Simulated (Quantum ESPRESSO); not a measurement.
Ga3GeO5N, one run as intended and one with a planted mistake

A calculation, not a measurement. The program is pw.x of Quantum ESPRESSO 7.5 (plane-wave density functional theory). The cell is made up: 10 atoms on a corundum lattice, with randomly drawn elements, strain and displacements, not relaxed. PseudoDojo standard norm-conserving files (v0.5 for PBE, v0.4.1 for LDA and PBEsol) set the functional; there is no spin polarisation, spin-orbit coupling or dispersion term, and the masses in the input are unused placeholders.

Intended input:

```
&control calculation='scf', pseudo_dir='./dojo.nc.sr.pbe.v0_5.standard.upf', outdir='./o', disk_io='low', tprnfor=.true., tstress=.true. /
&system ibrav=0, nat=10, ntyp=4, nbnd=50, ecutwfc=84.00895049, nosym=.true., tot_charge=0,
 occupations='smearing', smearing='fd', degauss=0.0018374661
/
&electrons conv_thr=7.350e-09, electron_maxstep=60, /
ATOMIC_SPECIES
Ga 1.0 Ga.upf
Ge 1.0 Ge.upf
N 1.0 N.upf
O 1.0 O.upf
CELL_PARAMETERS angstrom
2.5803 1.4897 4.6337
-2.5803 1.4897 4.6337
0.0 -2.9795 4.6337
ATOMIC_POSITIONS angstrom
Ga 0.0561 -0.0521 4.8967
Ga -0.04 -0.0052 2.0582
Ge -0.0048 0.0121 9.1265
Ga 0.0124 0.0115 11.8459
O -1.0049 1.5291 8.0345
O -0.8233 -1.4299 8.2027
N 1.7774 0.2519 8.1102
O 1.0375 -1.5186 5.851
O 0.6708 1.5959 5.8603
O -1.7477 -0.1219 5.7338
K_POINTS automatic
5 5 5 1 1 1
```

The log is shortened where brackets say so; the opening notice, blank lines, dates and the lines on written files are dropped, and the path of the files is cut. It prints rydbergs, bohrs and kilobars, and counts compression as positive stress. Where no state is partly filled, the Fermi energy that it prints is only some level between the filled and the empty states on the mesh, and need not lie in the true gap.

Log of the intended run:

```
     Program PWSCF v.7.5
     Parallel version (MPI & OpenMP), running on       4 processor cores
     Number of MPI processes:                 4
     Threads/MPI process:                     1
     [start-up lines left out]
     bravais-lattice index     =            0
     lattice parameter (alat)  =      10.4104  a.u.
     unit-cell volume          =     721.1980 (a.u.)^3
     number of atoms/cell      =           10
     number of atomic types    =            4
     number of electrons       =        88.00
     number of Kohn-Sham states=           50
     kinetic-energy cutoff     =      84.0090  Ry
     charge density cutoff     =     336.0358  Ry
     scf convergence threshold =      7.3E-09
     mixing beta               =       0.7000
     number of iterations used =            8  plain     mixing
     Exchange-correlation= PBE
                           (   1   4   3   4   0   0   0)
     [axes and pseudopotential details left out]
   Cartesian axes
     site n.     atom                  positions (alat units)
         1        Ga     tau(   1) = (   0.0101835  -0.0094574   0.8888656  )
         2        Ga     tau(   2) = (  -0.0072609  -0.0009439   0.3736114  )
         3        Ge     tau(   3) = (  -0.0008713   0.0021964   1.6566733  )
         4        Ga     tau(   4) = (   0.0022509   0.0020875   2.1503080  )
         5        O      tau(   5) = (  -0.1824129   0.2775674   1.4584497  )
         6        O      tau(   6) = (  -0.1494482  -0.2595603   1.4889819  )
         7        N      tau(   7) = (   0.3226397   0.0457257   1.4721910  )
         8        O      tau(   8) = (   0.1883305  -0.2756614   1.0620934  )
         9        O      tau(   9) = (   0.1217659   0.2896932   1.0637815  )
        10        O      tau(  10) = (  -0.3172484  -0.0221277   1.0408188  )
     number of k points=    63  Fermi-Dirac smearing, width (Ry)=  0.0018
                       cart. coord. in units 2pi/alat
        k(    1) = (   0.0000000   0.0000000   0.1188884), wk =   0.0320000
        k(    2) = (   0.0000000  -0.2465288   0.1981456), wk =   0.0320000
     [further k points left out]
     Dense  grid:    75093 G-vectors     FFT dimensions: (  64,  64,  64)
     Estimated max dynamical RAM per process >     233.55 MB
     Estimated total dynamical RAM >     879.22 MB
     Initial potential from superposition of free atoms
     starting charge      87.9911, renormalised to      88.0000
     Starting wfcs are   60 randomized atomic wfcs
     total cpu time spent up to now is        8.9 secs
     per-process dynamical memory:   186.4 Mb
     Self-consistent Calculation
     iteration #  1     ecut=    84.01 Ry     beta= 0.70
     Davidson diagonalization with overlap
     ethr =  1.00E-02,  avg # of iterations =  2.2
     total cpu time spent up to now is       27.9 secs
     total energy              =    -822.65952037 Ry
     estimated scf accuracy    <       2.28530792 Ry
     iteration #  2     ecut=    84.01 Ry     beta= 0.70
     Davidson diagonalization with overlap
     ethr =  2.60E-03,  avg # of iterations =  2.9
     total cpu time spent up to now is       48.5 secs
     total energy              =    -823.27833985 Ry
     estimated scf accuracy    <       2.56046105 Ry
     [iterations 3 to 11 left out]
     iteration # 12     ecut=    84.01 Ry     beta= 0.70
     Davidson diagonalization with overlap
     ethr =  1.08E-11,  avg # of iterations =  5.0
     total cpu time spent up to now is      253.7 secs
     total energy              =    -823.74709591 Ry
     estimated scf accuracy    <       0.00000002 Ry
     iteration # 13     ecut=    84.01 Ry     beta= 0.70
     Davidson diagonalization with overlap
     ethr =  1.08E-11,  avg # of iterations =  2.2
     total cpu time spent up to now is      280.0 secs
     End of self-consistent calculation
     [lines on levels left out]
     the Fermi energy is    10.3728 ev
!    total energy              =    -823.74709591 Ry
     estimated scf accuracy    <          2.8E-09 Ry
     smearing contrib. (-TS)   =      -0.00000000 Ry
     internal energy E=F+TS    =    -823.74709591 Ry
     The total energy is F=E-TS. E is the sum of the following terms:
     one-electron contribution =    -259.99648341 Ry
     hartree contribution      =     207.57140473 Ry
     xc contribution           =    -217.54766732 Ry
     ewald contribution        =    -553.77434991 Ry
     convergence has been achieved in  13 iterations
     Forces acting on atoms (cartesian axes, Ry/au):
     atom    1 type  1   force =    -0.03323949   -0.00566349   -0.02446619
     atom    2 type  1   force =    -0.00012869   -0.02770694    0.01531813
     atom    3 type  2   force =     0.05076920    0.00853661   -0.10814607
     atom    4 type  1   force =    -0.01734073    0.04863521    0.09281299
     atom    5 type  4   force =     0.00324037   -0.02158875    0.05643529
     atom    6 type  4   force =     0.01588202   -0.01078002   -0.00967033
     atom    7 type  3   force =    -0.00941369   -0.03155492    0.02296545
     atom    8 type  4   force =     0.00535604    0.02602813   -0.02556690
     atom    9 type  4   force =     0.03142614    0.02836285   -0.03738148
     atom   10 type  4   force =    -0.04655118   -0.01426867    0.01769912
     Total force =     0.203304     Total SCF correction =     0.000088
     Computing stress (Cartesian axis) and pressure
          total   stress  (Ry/bohr**3)                   (kbar)     P=      -84.74
  -0.00061153  -0.00029594   0.00011013          -89.96      -43.53       16.20
  -0.00029594  -0.00076678  -0.00000561          -43.53     -112.80       -0.82
   0.00011013  -0.00000561  -0.00034974           16.20       -0.82      -51.45
     init_run     :      8.13s CPU      8.42s WALL (       1 calls)
     electrons    :    270.20s CPU    271.12s WALL (       1 calls)
     forces       :      2.02s CPU      2.03s WALL (       1 calls)
     stress       :      8.06s CPU      8.06s WALL (       1 calls)
     [timing details left out]
     PWSCF        :   4m48.99s CPU   4m50.27s WALL
     JOB DONE.
```

A second run has one planted mistake: the cell and the positions are scaled by a wrong factor. The input lines that differ, file-writing options aside:

```
- 2.5803 1.4897 4.6337
+ 2.6283 1.5174 4.7199
- -2.5803 1.4897 4.6337
+ -2.6283 1.5174 4.7199
- 0.0 -2.9795 4.6337
+ 0.0 -3.0349 4.7199
- Ga 0.0561 -0.0521 4.8967
+ Ga 0.0571 -0.0531 4.9878
- Ga -0.04 -0.0052 2.0582
+ Ga -0.0407 -0.0053 2.0965
- Ge -0.0048 0.0121 9.1265
+ Ge -0.0049 0.0123 9.2963
- Ga 0.0124 0.0115 11.8459
+ Ga 0.0126 0.0117 12.0662
- O -1.0049 1.5291 8.0345
+ O -1.0236 1.5575 8.1839
- O -0.8233 -1.4299 8.2027
+ O -0.8386 -1.4565 8.3553
- N 1.7774 0.2519 8.1102
+ N 1.8105 0.2566 8.261
- O 1.0375 -1.5186 5.851
+ O 1.0568 -1.5468 5.9598
- O 0.6708 1.5959 5.8603
+ O 0.6833 1.6256 5.9693
- O -1.7477 -0.1219 5.7338
+ O -1.7802 -0.1242 5.8404
```

Its log:

```
     Program PWSCF v.7.5
     Parallel version (MPI & OpenMP), running on       4 processor cores
     Number of MPI processes:                 4
     Threads/MPI process:                     1
     [start-up lines left out]
     bravais-lattice index     =            0
     lattice parameter (alat)  =      10.6040  a.u.
     unit-cell volume          =     762.1934 (a.u.)^3
     number of atoms/cell      =           10
     number of atomic types    =            4
     number of electrons       =        88.00
     number of Kohn-Sham states=           50
     kinetic-energy cutoff     =      84.0090  Ry
     charge density cutoff     =     336.0358  Ry
     scf convergence threshold =      7.3E-09
     mixing beta               =       0.7000
     number of iterations used =            8  plain     mixing
     Exchange-correlation= PBE
                           (   1   4   3   4   0   0   0)
     [axes and pseudopotential details left out]
   Cartesian axes
     site n.     atom                  positions (alat units)
         1        Ga     tau(   1) = (   0.0101757  -0.0094629   0.8888675  )
         2        Ga     tau(   2) = (  -0.0072531  -0.0009445   0.3736138  )
         3        Ge     tau(   3) = (  -0.0008732   0.0021920   1.6566782  )
         4        Ga     tau(   4) = (   0.0022454   0.0020850   2.1502974  )
         5        O      tau(   5) = (  -0.1824141   0.2775595   1.4584392  )
         6        O      tau(   6) = (  -0.1494455  -0.2595604   1.4889841  )
         7        N      tau(   7) = (   0.3226462   0.0457283   1.4721791  )
         8        O      tau(   8) = (   0.1883306  -0.2756527   1.0620860  )
         9        O      tau(   9) = (   0.1217698   0.2896955   1.0637790  )
        10        O      tau(  10) = (  -0.3172465  -0.0221335   1.0408080  )
     number of k points=    63  Fermi-Dirac smearing, width (Ry)=  0.0018
                       cart. coord. in units 2pi/alat
        k(    1) = (   0.0000000   0.0000000   0.1188883), wk =   0.0320000
        k(    2) = (   0.0000000  -0.2465308   0.1981455), wk =   0.0320000
     [further k points left out]
     Dense  grid:    79253 G-vectors     FFT dimensions: (  64,  64,  64)
     Estimated max dynamical RAM per process >     245.38 MB
     Estimated total dynamical RAM >     923.49 MB
     Initial potential from superposition of free atoms
     starting charge      87.9911, renormalised to      88.0000
     Starting wfcs are   60 randomized atomic wfcs
     total cpu time spent up to now is       12.0 secs
     per-process dynamical memory:   195.8 Mb
     Self-consistent Calculation
     iteration #  1     ecut=    84.01 Ry     beta= 0.70
     Davidson diagonalization with overlap
     ethr =  1.00E-02,  avg # of iterations =  2.1
     total cpu time spent up to now is       40.8 secs
     total energy              =    -822.58548273 Ry
     estimated scf accuracy    <       2.31149783 Ry
     iteration #  2     ecut=    84.01 Ry     beta= 0.70
     Davidson diagonalization with overlap
     ethr =  2.63E-03,  avg # of iterations =  3.0
     total cpu time spent up to now is       67.6 secs
     total energy              =    -823.18106693 Ry
     estimated scf accuracy    <       2.94030415 Ry
     [iterations 3 to 11 left out]
     iteration # 12     ecut=    84.01 Ry     beta= 0.70
     Davidson diagonalization with overlap
     ethr =  3.81E-11,  avg # of iterations =  5.0
     total cpu time spent up to now is      290.4 secs
     total energy              =    -823.71274068 Ry
     estimated scf accuracy    <       0.00000004 Ry
     iteration # 13     ecut=    84.01 Ry     beta= 0.70
     Davidson diagonalization with overlap
     ethr =  3.81E-11,  avg # of iterations =  2.0
     total cpu time spent up to now is      309.8 secs
     End of self-consistent calculation
     [lines on levels left out]
     the Fermi energy is     9.3069 ev
!    total energy              =    -823.71274068 Ry
     estimated scf accuracy    <          6.2E-09 Ry
     smearing contrib. (-TS)   =      -0.00000000 Ry
     internal energy E=F+TS    =    -823.71274068 Ry
     The total energy is F=E-TS. E is the sum of the following terms:
     one-electron contribution =    -275.41877703 Ry
     hartree contribution      =     212.54943808 Ry
     xc contribution           =    -217.18343801 Ry
     ewald contribution        =    -543.65996371 Ry
     convergence has been achieved in  13 iterations
     Forces acting on atoms (cartesian axes, Ry/au):
     atom    1 type  1   force =    -0.03349939   -0.00748550   -0.02417979
     atom    2 type  1   force =     0.00168964   -0.02767890    0.01746440
     atom    3 type  2   force =     0.04340808    0.00290684   -0.09579736
     atom    4 type  1   force =    -0.01756098    0.03979508    0.08151058
     atom    5 type  4   force =    -0.00053505   -0.01579668    0.04957700
     atom    6 type  4   force =     0.01543903   -0.00649838   -0.00596985
     atom    7 type  3   force =    -0.00178271   -0.02202857    0.02223626
     atom    8 type  4   force =     0.00887587    0.02502720   -0.02393347
     atom    9 type  4   force =     0.02765648    0.03027757   -0.03509313
     atom   10 type  4   force =    -0.04369098   -0.01851865    0.01418536
     Total force =     0.181917     Total SCF correction =     0.000145
     Computing stress (Cartesian axis) and pressure
          total   stress  (Ry/bohr**3)                   (kbar)     P=     -158.23
  -0.00111862  -0.00031685   0.00008832         -164.55      -46.61       12.99
  -0.00031685  -0.00125185  -0.00002006          -46.61     -184.15       -2.95
   0.00008832  -0.00002006  -0.00085637           12.99       -2.95     -125.98
     init_run     :      9.30s CPU      9.68s WALL (       1 calls)
     electrons    :    295.76s CPU    297.84s WALL (       1 calls)
     forces       :      2.14s CPU      2.15s WALL (       1 calls)
     stress       :      8.35s CPU      8.36s WALL (       1 calls)
     [timing details left out]
     PWSCF        :   5m17.98s CPU   5m20.54s WALL
     JOB DONE.
```

```
                                            intended run  run with the mistake
                          free energy (eV)    -11207.650            -11207.183
                    smearing term -TS (eV)        0.0000                0.0000
                            pressure (GPa)         -8.47                -15.82
            largest force component (eV/Å)         2.781                 2.463
largest change of a force component (eV/Å)                               0.317
                                iterations            13                    13
```

For scale, a rerun of the intended cell at a cutoff of 1437 eV and k mesh 7 x 7 x 7 moved values by no more than 0.004 eV in energy, 0.04 GPa in stress and 0.002 eV/Å in force.